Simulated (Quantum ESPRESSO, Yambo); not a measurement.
Quasiparticle gap of NaTaO₃

```cif
data_Na2O6Ta2
_chemical_formula_sum 'O6 Na2 Ta2'
_space_group_name_H-M_alt 'P4/mbm'
_space_group_IT_number 127
_space_group_name_Hall '-P 4 2ab'
_cell_length_a 5.47713
_cell_length_b 5.47713
_cell_length_c 3.95914
_cell_angle_alpha 90.000
_cell_angle_beta 90.000
_cell_angle_gamma 90.000
loop_
_atom_site_label
_atom_site_type_symbol
_atom_site_symmetry_multiplicity
_atom_site_Wyckoff_symbol
_atom_site_fract_x
_atom_site_fract_y
_atom_site_fract_z
_atom_site_occupancy
O1 O 4 g 0.19662 0.30338 0.00000 1
O2 O 2 b 0.50000 0.50000 0.50000 1
Na1 Na 2 c 0.00000 0.50000 0.50000 1
Ta1 Ta 2 a 0.00000 0.00000 0.00000 1
```

The geometry is that of Materials Project entry mp-4675, symmetrised and not relaxed again.

Starting point: norm-conserving LDA (Quantum ESPRESSO, 88 Ry, scalar-relativistic). G0W0 in Yambo: 2×2×4 Γ-centred k mesh, bands 5 to 189 and a 7 Ry block in the screening, 189 bands in G with the Bruneval-Gonze terminator, plasmon pole fitted at 27.2 eV.

```yaml
LDA gap along the band path: 2.27 eV
LDA gap between the mesh's edge points (Z → Γ): 2.27 eV
G0W0 gap between the same points: 4.01 eV
LDA smallest direct gap on the mesh (at Z): 2.68 eV
G0W0 direct gap at that point: 4.49 eV
```

```
k point  band  E LDA (eV)  E QP (eV)  shift (eV)     Z
-------  ----  ----------  ---------  ----------  ----
Γ          VB       -0.59      -1.11       -0.52  0.78
Γ          CB        2.27       3.55        1.29  0.83
Z          VB        0.00      -0.45       -0.45  0.77
Z          CB        2.68       4.04        1.36  0.82
```

Energies count from the LDA valence-band maximum.

Nearest settings tried, and what they do to the gap: 151 bands in W, 151 bands in G: +41 meV; 6 Ry block (197 vectors against 267): -21 meV; 2×2×2 mesh: -53 meV. So the settings aren't converged at that level.

Without spin-orbit coupling, band edges of such heavy elements can be off by tenths of an eV.

This is not the ordinary phase of the substance.
